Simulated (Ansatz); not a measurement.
SrTiO3, a database entry at a rescaled volume

```
Sr Ti O
1.0
     7.81623    0.00000    0.00000
     0.00000    3.90811    0.00000
     0.00000    0.00000    3.90811
Sr Ti O
2 2 6
Direct
  0.25000 0.50000 0.50000
  0.75000 0.50000 0.50000
  0.00000 0.00000 0.00000
  0.50000 0.00000 0.00000
  0.25000 0.00000 0.00000
  0.75000 0.00000 0.00000
  0.00000 0.50000 0.00000
  0.50000 0.50000 0.00000
  0.00000 0.00000 0.50000
  0.50000 0.00000 0.50000
```

Method: r2SCAN, no spin polarisation; PAW, plane waves to 500 eV, 4×7×7 Γ-centred mesh, fermi-dirac occupations (width 0.1 eV) (Ansatz 0.2.0), atoms fixed.

Stress: The pressure is -0.2 GPa (compression positive), so with the atoms held at these fractions the cell is close to zero pressure.
Charges: Bader charges in e: Sr +1.63, Ti +2.34, O -1.32. In the mean Ti gives up most and O takes most.
Band edges: Within 0.7 eV of the edges, the states project mainly on O p (96 %) below the gap and on Ti d (92 %) above it.
Formation energy: -3.46 eV an atom against the elements' usual phases (free molecules for gases, crystals otherwise, with no correction for O₂ or N₂), so it is bound against them; other compounds may still compete. Relaxing would lower it.
Electronic structure: The gap is 2.26 eV, indirect (the least direct gap found is 2.50 eV). A semilocal functional usually gives too small a gap.
Contacts: Ti–O at 1.95 Å: least valence density 0.70 e/Å³ and ELF 0.20 there. Sr–O at 2.76 Å: least valence density 0.14 e/Å³ and ELF 0.06 there, a closed-shell (ionic or weak) contact. These are pseudo-fields; inside the PAW spheres they differ from the all-electron ones.

Origin: a database entry at a rescaled volume.
